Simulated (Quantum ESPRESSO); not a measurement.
Ti2NbO5F3, one run as intended and one with a planted mistake

A calculation, not a measurement. The program is pw.x of Quantum ESPRESSO 7.5 (plane-wave density functional theory). The cell is made up: 11 atoms on a fluorite lattice with one site empty, with randomly drawn elements, strain and displacements, not relaxed. PseudoDojo standard norm-conserving files (v0.5 for PBE, v0.4.1 for LDA and PBEsol) set the functional; there is no spin polarisation, spin-orbit coupling or dispersion term, and the masses in the input are unused placeholders.

Intended input:

```
&control calculation='scf', pseudo_dir='./dojo.nc.sr.pbe.v0_5.standard.upf', outdir='./o', disk_io='medium', tprnfor=.true., tstress=.true. /
&system ibrav=0, nat=11, ntyp=4, nbnd=50, ecutwfc=84.00895049, nosym=.true., tot_charge=0,
 occupations='smearing', smearing='fd', degauss=0.0018374661
/
&electrons conv_thr=7.350e-09, electron_maxstep=60, /
ATOMIC_SPECIES
F 1.0 F.upf
Nb 1.0 Nb.upf
O 1.0 O.upf
Ti 1.0 Ti.upf
CELL_PARAMETERS angstrom
4.9077 -0.0116 0.0948
-0.0116 4.85 -0.0555
0.0948 -0.0555 5.0289
ATOMIC_POSITIONS angstrom
Ti 0.0713 2.5131 2.4192
Nb 2.4499 -0.0453 2.4376
Ti 2.5397 2.5038 0.0211
O 1.2798 1.1422 1.2242
O 1.3058 0.9646 3.7496
O 1.2835 3.448 1.2567
F 1.5204 3.5423 3.657
O 3.6964 1.2432 1.3524
F 3.6277 1.1911 3.8387
F 3.6433 3.5926 1.1109
O 3.829 3.5757 3.8625
K_POINTS automatic
5 5 4 1 1 1
```

The log is shortened where brackets say so; the opening notice, blank lines, dates and the lines on written files are dropped, and the path of the files is cut. It prints rydbergs, bohrs and kilobars, and counts compression as positive stress. Where no state is partly filled, the Fermi energy that it prints is only some level between the filled and the empty states on the mesh, and need not lie in the true gap.

Log of the intended run:

```
     Program PWSCF v.7.5
     Parallel version (MPI & OpenMP), running on       1 processor cores
     Number of MPI processes:                 1
     Threads/MPI process:                     1
     [start-up lines left out]
     bravais-lattice index     =            0
     lattice parameter (alat)  =       9.2760  a.u.
     unit-cell volume          =     807.3731 (a.u.)^3
     number of atoms/cell      =           11
     number of atomic types    =            4
     number of electrons       =        88.00
     number of Kohn-Sham states=           50
     kinetic-energy cutoff     =      84.0090  Ry
     charge density cutoff     =     336.0358  Ry
     scf convergence threshold =      7.3E-09
     mixing beta               =       0.7000
     number of iterations used =            8  plain     mixing
     Exchange-correlation= PBE
                           (   1   4   3   4   0   0   0)
     [axes and pseudopotential details left out]
   Cartesian axes
     site n.     atom                  positions (alat units)
         1        Ti     tau(   1) = (   0.0145254   0.5119759   0.4928464  )
         2        Nb     tau(   2) = (   0.4991006  -0.0092286   0.4965949  )
         3        Ti     tau(   3) = (   0.5173950   0.5100813   0.0042986  )
         4        O      tau(   4) = (   0.2607245   0.2326923   0.2493975  )
         5        O      tau(   5) = (   0.2660213   0.1965111   0.7638792  )
         6        O      tau(   6) = (   0.2614783   0.7024364   0.2560185  )
         7        F      tau(   7) = (   0.3097402   0.7216475   0.7450145  )
         8        O      tau(   8) = (   0.7530412   0.2532683   0.2755148  )
         9        F      tau(   9) = (   0.7390454   0.2426543   0.7820310  )
        10        F      tau(  10) = (   0.7422235   0.7318948   0.2263157  )
        11        O      tau(  11) = (   0.7800548   0.7284518   0.7868796  )
     number of k points=    50  Fermi-Dirac smearing, width (Ry)=  0.0018
                       cart. coord. in units 2pi/alat
        k(    1) = (   0.0979189   0.1028311   0.1212995), wk =   0.0400000
        k(    2) = (   0.0932095   0.1056136   0.3654400), wk =   0.0400000
     [further k points left out]
     Dense  grid:    83897 G-vectors     FFT dimensions: (  60,  54,  60)
     Estimated max dynamical RAM per process >     127.73 MB
     Initial potential from superposition of free atoms
     starting charge      87.9945, renormalised to      88.0000
     Starting wfcs are   62 randomized atomic wfcs
     total cpu time spent up to now is       18.8 secs
     per-process dynamical memory:    80.9 Mb
     Self-consistent Calculation
     iteration #  1     ecut=    84.01 Ry     beta= 0.70
     Davidson diagonalization with overlap
     ethr =  1.00E-02,  avg # of iterations =  2.0
     total cpu time spent up to now is       49.9 secs
     total energy              =    -672.57624801 Ry
     estimated scf accuracy    <       5.98736812 Ry
     iteration #  2     ecut=    84.01 Ry     beta= 0.70
     Davidson diagonalization with overlap
     ethr =  6.80E-03,  avg # of iterations =  8.5
     total cpu time spent up to now is      117.3 secs
     total energy              =    -664.73357053 Ry
     estimated scf accuracy    <      98.60354693 Ry
     [iterations 3 to 23 left out]
     iteration # 24     ecut=    84.01 Ry     beta= 0.70
     Davidson diagonalization with overlap
     ethr =  1.02E-11,  avg # of iterations =  8.0
     total cpu time spent up to now is      953.6 secs
     total energy              =    -675.96323156 Ry
     estimated scf accuracy    <       0.00000002 Ry
     iteration # 25     ecut=    84.01 Ry     beta= 0.70
     Davidson diagonalization with overlap
     ethr =  1.02E-11,  avg # of iterations =  2.0
     total cpu time spent up to now is      977.7 secs
     End of self-consistent calculation
     [lines on levels left out]
     the Fermi energy is     9.6130 ev
!    total energy              =    -675.96323156 Ry
     estimated scf accuracy    <          3.9E-09 Ry
     smearing contrib. (-TS)   =      -0.00000001 Ry
     internal energy E=F+TS    =    -675.96323155 Ry
     The total energy is F=E-TS. E is the sum of the following terms:
     one-electron contribution =    -234.15834061 Ry
     hartree contribution      =     163.50057684 Ry
     xc contribution           =    -135.51699607 Ry
     ewald contribution        =    -469.78847172 Ry
     convergence has been achieved in  25 iterations
     Forces acting on atoms (cartesian axes, Ry/au):
     atom    1 type  4   force =     0.01102228   -0.11568783   -0.01174875
     atom    2 type  2   force =    -0.10464194    0.23232197   -0.01528319
     atom    3 type  4   force =    -0.02262132   -0.11390903    0.00133899
     atom    4 type  3   force =     0.04272638   -0.02957350    0.04168489
     atom    5 type  3   force =     0.02165255    0.05403019   -0.07812041
     atom    6 type  3   force =     0.00951355    0.03361173    0.03287935
     atom    7 type  1   force =    -0.04708788   -0.07242834    0.03226111
     atom    8 type  3   force =    -0.00743380    0.03835560    0.05812697
     atom    9 type  1   force =     0.02872198   -0.00820056   -0.00813031
     atom   10 type  1   force =     0.05565766    0.03121050    0.05473859
     atom   11 type  3   force =     0.01249055   -0.04973072   -0.10774724
     Total force =     0.379728     Total SCF correction =     0.000163
     Computing stress (Cartesian axis) and pressure
          total   stress  (Ry/bohr**3)                   (kbar)     P=      -42.76
  -0.00011693   0.00034282   0.00019994          -17.20       50.43       29.41
   0.00034282   0.00001772   0.00016006           50.43        2.61       23.55
   0.00019994   0.00016006  -0.00077283           29.41       23.55     -113.69
     init_run     :     16.50s CPU     18.62s WALL (       1 calls)
     electrons    :    895.46s CPU    958.91s WALL (       1 calls)
     forces       :      4.58s CPU      4.62s WALL (       1 calls)
     stress       :     17.00s CPU     17.06s WALL (       1 calls)
     [timing details left out]
     PWSCF        :  15m33.79s CPU  16m39.62s WALL
     JOB DONE.
```

A second run has one planted mistake: the files are those of another functional. The input lines that differ, file-writing options aside:

```
- &control calculation='scf', pseudo_dir='./dojo.nc.sr.pbe.v0_5.standard.upf', outdir='./o', disk_io='medium', tprnfor=.true., tstress=.true. /
+ &control calculation='scf', pseudo_dir='./dojo.nc.sr.lda.v0_4_1.standard.upf', outdir='./o', disk_io='medium', tprnfor=.true., tstress=.true. /
```

Its log:

```
     Program PWSCF v.7.5
     Parallel version (MPI & OpenMP), running on       1 processor cores
     Number of MPI processes:                 1
     Threads/MPI process:                     1
     [start-up lines left out]
     bravais-lattice index     =            0
     lattice parameter (alat)  =       9.2760  a.u.
     unit-cell volume          =     807.3731 (a.u.)^3
     number of atoms/cell      =           11
     number of atomic types    =            4
     number of electrons       =        88.00
     number of Kohn-Sham states=           50
     kinetic-energy cutoff     =      84.0090  Ry
     charge density cutoff     =     336.0358  Ry
     scf convergence threshold =      7.3E-09
     mixing beta               =       0.7000
     number of iterations used =            8  plain     mixing
     Exchange-correlation= SLA  PW   NOGX NOGC
                           (   1   4   0   0   0   0   0)
     [axes and pseudopotential details left out]
   Cartesian axes
     site n.     atom                  positions (alat units)
         1        Ti     tau(   1) = (   0.0145254   0.5119759   0.4928464  )
         2        Nb     tau(   2) = (   0.4991006  -0.0092286   0.4965949  )
         3        Ti     tau(   3) = (   0.5173950   0.5100813   0.0042986  )
         4        O      tau(   4) = (   0.2607245   0.2326923   0.2493975  )
         5        O      tau(   5) = (   0.2660213   0.1965111   0.7638792  )
         6        O      tau(   6) = (   0.2614783   0.7024364   0.2560185  )
         7        F      tau(   7) = (   0.3097402   0.7216475   0.7450145  )
         8        O      tau(   8) = (   0.7530412   0.2532683   0.2755148  )
         9        F      tau(   9) = (   0.7390454   0.2426543   0.7820310  )
        10        F      tau(  10) = (   0.7422235   0.7318948   0.2263157  )
        11        O      tau(  11) = (   0.7800548   0.7284518   0.7868796  )
     number of k points=    50  Fermi-Dirac smearing, width (Ry)=  0.0018
                       cart. coord. in units 2pi/alat
        k(    1) = (   0.0979189   0.1028311   0.1212995), wk =   0.0400000
        k(    2) = (   0.0932095   0.1056136   0.3654400), wk =   0.0400000
     [further k points left out]
     Dense  grid:    83897 G-vectors     FFT dimensions: (  60,  54,  60)
     Estimated max dynamical RAM per process >     127.73 MB
     Initial potential from superposition of free atoms
     starting charge      87.9954, renormalised to      88.0000
     Starting wfcs are   62 randomized atomic wfcs
     total cpu time spent up to now is       17.9 secs
     per-process dynamical memory:    80.9 Mb
     Self-consistent Calculation
     iteration #  1     ecut=    84.01 Ry     beta= 0.70
     Davidson diagonalization with overlap
     ethr =  1.00E-02,  avg # of iterations =  2.0
     total cpu time spent up to now is       58.2 secs
     total energy              =    -672.05272390 Ry
     estimated scf accuracy    <       5.72571959 Ry
     iteration #  2     ecut=    84.01 Ry     beta= 0.70
     Davidson diagonalization with overlap
     ethr =  6.51E-03,  avg # of iterations =  8.9
     total cpu time spent up to now is      132.6 secs
     total energy              =    -664.43367069 Ry
     estimated scf accuracy    <      96.24500976 Ry
     [iterations 3 to 19 left out]
     iteration # 20     ecut=    84.01 Ry     beta= 0.70
     Davidson diagonalization with overlap
     ethr =  8.38E-10,  avg # of iterations =  5.6
     total cpu time spent up to now is     1034.0 secs
     total energy              =    -675.33622867 Ry
     estimated scf accuracy    <       0.00000005 Ry
     iteration # 21     ecut=    84.01 Ry     beta= 0.70
     Davidson diagonalization with overlap
     ethr =  5.30E-11,  avg # of iterations =  5.5
     total cpu time spent up to now is     1086.4 secs
     End of self-consistent calculation
     [lines on levels left out]
     the Fermi energy is     9.2061 ev
!    total energy              =    -675.33622868 Ry
     estimated scf accuracy    <          2.8E-09 Ry
     smearing contrib. (-TS)   =      -0.00000002 Ry
     internal energy E=F+TS    =    -675.33622866 Ry
     The total energy is F=E-TS. E is the sum of the following terms:
     one-electron contribution =    -234.41673155 Ry
     hartree contribution      =     162.27455528 Ry
     xc contribution           =    -133.40558067 Ry
     ewald contribution        =    -469.78847172 Ry
     convergence has been achieved in  21 iterations
     Forces acting on atoms (cartesian axes, Ry/au):
     atom    1 type  4   force =     0.01264639   -0.11101384   -0.01606704
     atom    2 type  2   force =    -0.10755343    0.22827181   -0.01407554
     atom    3 type  4   force =    -0.01707665   -0.10690547    0.00322366
     atom    4 type  3   force =     0.04999977   -0.02421139    0.04856724
     atom    5 type  3   force =     0.03185568    0.05278053   -0.08505892
     atom    6 type  3   force =     0.01664158    0.02562100    0.04103790
     atom    7 type  1   force =    -0.03847673   -0.07037222    0.02325584
     atom    8 type  3   force =    -0.01419899    0.04277813    0.06401662
     atom    9 type  1   force =     0.01889550   -0.00247504   -0.01170467
     atom   10 type  1   force =     0.04301905    0.02379252    0.05560991
     atom   11 type  3   force =     0.00424783   -0.05826603   -0.10880498
     Total force =     0.376575     Total SCF correction =     0.000166
     Computing stress (Cartesian axis) and pressure
          total   stress  (Ry/bohr**3)                   (kbar)     P=     -165.32
  -0.00094186   0.00032295   0.00022078         -138.55       47.51       32.48
   0.00032295  -0.00081671   0.00014559           47.51     -120.14       21.42
   0.00022078   0.00014559  -0.00161295           32.48       21.42     -237.27
     init_run     :     15.54s CPU     17.74s WALL (       1 calls)
     electrons    :   1007.72s CPU   1068.50s WALL (       1 calls)
     forces       :      8.19s CPU      8.33s WALL (       1 calls)
     stress       :     23.05s CPU     23.19s WALL (       1 calls)
     [timing details left out]
     PWSCF        :  17m34.83s CPU  18m38.47s WALL
     JOB DONE.
```

```
                                            intended run  run with the mistake
                          free energy (eV)     -9196.948             -9188.417
                    smearing term -TS (eV)        0.0000                0.0000
                            pressure (GPa)         -4.28                -16.53
            largest force component (eV/Å)         5.973                 5.869
largest change of a force component (eV/Å)                               0.325
                                iterations            25                    21
```

For scale, a rerun of the intended cell at a cutoff of 1467 eV and k mesh 7 x 7 x 6 moved values by no more than 0.003 eV in energy, 0.06 GPa in stress and 0.004 eV/Å in force. Files of another functional have another zero of energy, so the energy change says nothing on stability.